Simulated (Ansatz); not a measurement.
# Squeezing CsGa (NaTl type)

```
CELL_PARAMETERS angstrom
0.00000 4.03417 4.03417
4.03417 0.00000 4.03417
4.03417 4.03417 0.00000
ATOMIC_POSITIONS crystal
Cs 0.12500 0.12500 0.12500
Cs 0.87500 0.87500 0.87500
Ga 0.37500 0.37500 0.37500
Ga 0.62500 0.62500 0.62500
```

The cell comes from a relaxation on PAW files under the same functional, begun from a prototype that needn't be the stable phase.

Its volume is scaled at fixed shape and fractional positions.

Computed with Ansatz 0.2.0; functional PBEsol, scalar-relativistic. Settings: a Γ-centred 6×6×6 k mesh, Fermi–Dirac smearing of 0.05 eV, no spin polarisation. Methods: LAPW: all electrons, basis error target 0.5 meV/atom; PAW: frozen-core files, cutoff 420 eV.

Energies are extrapolated to zero smearing and count from the unscaled cell; pressure is positive in compression; gaps take the mesh and a band path. No temperature or zero-point motion is included.

Spin–orbit coupling is left out, which matters for the heavy atoms. The PAW files were made under PBE.

```
V/V0  V (Å³/atom)  P LAPW (GPa)  ΔE LAPW (eV/atom)  P PAW − LAPW (GPa)  ΔE PAW − LAPW (meV/atom)
1.00        32.83          0.01              0.000                0.00                       0.0
0.70        22.98         15.88                  ?               -0.02                      -0.6
0.60        19.70          33.4              0.823               -0.02                      -0.9
```

Problem. Fill in "ΔE LAPW (eV/atom)" for the row "0.70".

Solution. 0.339.

Problem. From the table, what is the rise of the enthalpy H = E + pV up to the last row, and how stiff is the crystal between the last two rows?

Solution. ΔH = 0.823 eV + (33.4 GPa × 19.70 Å³ − 0.01 GPa × 32.83 Å³) × 0.006242 eV/(GPa·Å³) = 4.93 eV/atom, of which pV makes 83 %. The mean bulk modulus there is −ΔP/Δln V = 114 GPa.
